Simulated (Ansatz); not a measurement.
# GaAs: from a starting cell to a relaxed one

The start is a generated cell, GaAs built in the zincblende structure type. A full variable-cell relaxation at zero pressure is run with PBE (plane waves to 420 eV, PAW, scalar-relativistic; Ansatz, a first-principles code). The first steps use a coarse 7×7×7 k-mesh.

Starting cell:
```
GaAs
1.0
    0.00000     2.83028     2.83028
    2.83028     0.00000     2.83028
    2.83028     2.83028     0.00000
As Ga
1 1
Cartesian
  4.24542   4.24542   4.24542
  0.00000   0.00000   0.00000
```

| Property | Result |
|---|---|
| Initial pressure | +3.0 GPa (positive: the cell is compressed) |
| Outcome | The space group stays F-43m (No. 216) (the run could not lower it); the end is zinc blende type, with 2 atoms in the primitive cell |
| Energy released | 0.01 eV/atom |
| Volume change | +4.6 %, from 22.67 to 23.71 Å³/atom |
| Band gap at the end | 0.16 eV, direct at Γ (no spin-orbit coupling) |
| Optimiser moves | 3 |

Final values are on a 10×10×10 k-mesh of the relaxed cell. No spin polarisation in the result.

The run could not lose the symmetry of its start; a randomly shaken copy of 2 atoms returns to this structure.

All atoms sit on sites fixed by symmetry, so only the cell could relax.
